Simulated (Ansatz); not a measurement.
# Exchange couplings of GdMg (Pm-3m)

The geometry is a structure as deposited in COD, held fixed and not relaxed.

Functional, mesh and filling: PBEsol, 10×10×10 k mesh, Fermi–Dirac smearing of 0.05 eV. AE-PAW is all-electron PAW in Ansatz 0.2.0 on datasets made for the crystal. Site moments are integrated in spheres about the atoms.

The input and its command:

```yaml
crystal:
  lattice:
    - [3.824, 0.0, 0.0]
    - [0.0, 3.824, 0.0]
    - [0.0, 0.0, 3.824]
  atoms:
    - { symbol: Gd, position: [0.0, 0.0, 0.0], spin: 7.2 }
    - { symbol: Mg, position: [0.5, 0.5, 0.5] }
magnetization:
  spin_polarized: true
kpoints:
  mp_grid: { grid: [10, 10, 10] }
  band_path:
    path:
      - [0.0, 0.0, 0.0]
      - [0.0, 0.5, 0.0]
      - [0.5, 0.5, 0.0]
      - [0.0, 0.0, 0.0]
      - [0.5, 0.5, 0.5]
      - [0.0, 0.5, 0.0]
      - [0.5, 0.5, 0.5]
      - [0.5, 0.5, 0.0]
    npoints: 8
scf:
  occupations: { method: fermi_dirac, width: 0.05 }
hamiltonian:
  xc: pbesol
  pseudopotentials: { kind: all_electron, datasets: crystal }
output:
  eigenvalues: false
  eigenstates:
    nscf_kmesh: { grid: [10, 10, 10] }
    top_band: c35
    exchange_couplings: { magnetic: [{ species: Gd }] }
```

Command: `ansatz run input.yaml --threads 2 --pin off --max-ram 5120MiB --backend cpu --events-out ev --progress --plain --runs-dir out`

Site moments (μB): Gd1 7.20, Mg2 0.05. Cell moment 7.60 μB.

Couplings come from the force theorem (directions of the magnetic atoms constrained, all else relaxed) on a 10×10×10 mesh, with E = −Σ J e_i·e_j over ordered pairs of unit vectors, so positive J favours parallel moments.

```csv
pair,count,J AE-PAW (meV),"J, frozen-core files (meV)"
Gd1–Gd at 3.82 Å,6,+1.96,+2.03
Gd1–Gd at 5.41 Å,12,-1.27,-1.25
Gd1–Gd at 6.62 Å,8,-0.33,-0.34
Gd1–Gd at 7.65 Å,6,+0.05,+0.06
Gd1–Gd at 8.55 Å,24,+0.07,+0.07
Gd1–Gd at 9.37 Å,24,+0.23,+0.23
Gd1–Gd at 10.82 Å,12,+0.23,+0.24
"Gd1–Gd at 11.47 Å, set 1",6,+0.15,+0.15
"Gd1–Gd at 11.47 Å, set 2",24,-0.10,-0.10
Gd1–Gd at 12.09 Å,24,-0.03,-0.03
Gd1–Gd at 12.68 Å,24,-0.01,-0.01
Gd1–Gd at 13.25 Å,8,+0.01,+0.01
```

Pairs at one distance with different couplings are listed as sets.

The program reports that this state isn't the lowest of its own couplings. The gain of the softest rotation is smaller than what its band sum leaves out of a whole turn, though, so more bands could change its sign.

The couplings come from one mesh, and their convergence in k wasn't tested.

Without U a semilocal functional puts the f levels too near the Fermi level, which can change moments and the order of magnetic states; site and cell moments are spin moments. Spin–orbit coupling is left out although heavy atoms are present. With open f shells a run can end in a state that isn't the lowest. The program couldn't verify every level among the many empty bands that the force theorem sums over. The magnetic state is the one that this cell and start allow. It needn't be the compound's measured order, which may need a larger cell or be absent.
